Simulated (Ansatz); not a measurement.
ScIr (CsCl type, Pm-3m) under volume change, the program Ansatz at the LDA level (PAW), scaled uniformly.

```csv
V (Å³/atom),E − E(relaxed) (meV/atom),P (GPa)
14.386,92.0,22.45
14.861,38.6,13.79
15.335,9.1,6.34
15.809,0.0,0.00
16.284,8.2,-5.42
16.758,31.3,-10.03
17.232,66.9,-13.94
```

What does a third-order Birch–Murnaghan fit give for V₀, B₀ and B′?

V₀ = 15.81 Å³/atom, B₀ = 195 GPa, B′ = 4.3.

The workflow started from a Materials Project entry (that database holds measured and hypothetical structures alike); the Crystallography Open Database files this formula in space group No. 221, but the cells were not matched. Whether it is the stable phase at ambient conditions was not checked. Symmetry was held in the LDA relaxation; of distortions, only those at the zone centre were tested. No spin polarisation was allowed. Spin–orbit coupling is left out wherever it is not named.

Potentials: the later of the program's two PAW sets.
